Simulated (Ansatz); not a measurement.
Bi2W, DFT, PBE, all-electron LAPW, scalar-relativistic (Ansatz 0.2.0), run on 1 thread of Intel(R) Xeon(R) Platinum 8488C (Sapphire Rapids) on a shared host.

The cell was built from the CdI2 type and relaxed in the same program, and has space group P-3m1; it needn't be a known or the stable phase.

Command: `ansatz run input.yaml --threads 1 --pin off --max-ram 3072MiB --backend cpu --events-out ev --progress --plain --runs-dir out`

```yaml
crystal:
  lattice:
    - [3.4203704673, 0.0, 0.0]
    - [-1.7101852337, 2.962127715, 0.0]
    - [0.0, 0.0, 8.3530915854]
  atoms:
    - { symbol: W, position: [0.0, 0.0, 0.0] }
    - { symbol: Bi, position: [0.3333333333, 0.6666666667, 0.2536483888] }
    - { symbol: Bi, position: [0.6666666667, 0.3333333333, 0.7463516112] }
kpoints:
  mp_grid: { grid: [9, 9, 5] }
  band_path:
    path:
      - [0.0, 0.0, 0.0]
      - [0.5, 0.0, 0.0]
      - [0.3333333333, 0.3333333333, 0.0]
      - [0.0, 0.0, 0.0]
      - [0.0, 0.0, 0.5]
      - [0.5, 0.0, 0.5]
      - [0.3333333333, 0.3333333333, 0.5]
      - [0.0, 0.0, 0.5]
      - [0.5, 0.0, 0.5]
    npoints: 14
scf:
  occupations: { method: fermi_dirac, width: 0.03 }
hamiltonian:
  xc: pbe
  pseudopotentials: { kind: all_electron, lapw: { basis_error: 0.0005 } }
output:
  forces: true
  stress: true
  eigenvalues: true
  populations: true
  dos: { projected: true, de: 0.2, e_range: [-14, 8] }
```

Task: How large is the problem that the program sets up?

Result: 50 irreducible k-points, 845 plane waves at Γ, 68 bands.

Task: Estimate the wall time and the peak memory.

Result: 110 s of wall time for 9 SCF iterations, with a peak of 0.76 GiB. Times on shared machines scatter by tens of per cent.

Task: And the same cell and mesh by frozen-core PAW, asked for forces, stress, eigenvalues, efg, populations, bader, dos, write_density, write_potential, elf and the same band path, on the same hardware?

Result: 32 s, peak memory 0.53 GiB.

Task: And the same cell and mesh by all-electron PAW (datasets made for this crystal), asked for forces, stress, eigenvalues, efg and the same band path, on the same hardware?

Result: 58 s, peak memory 0.99 GiB.
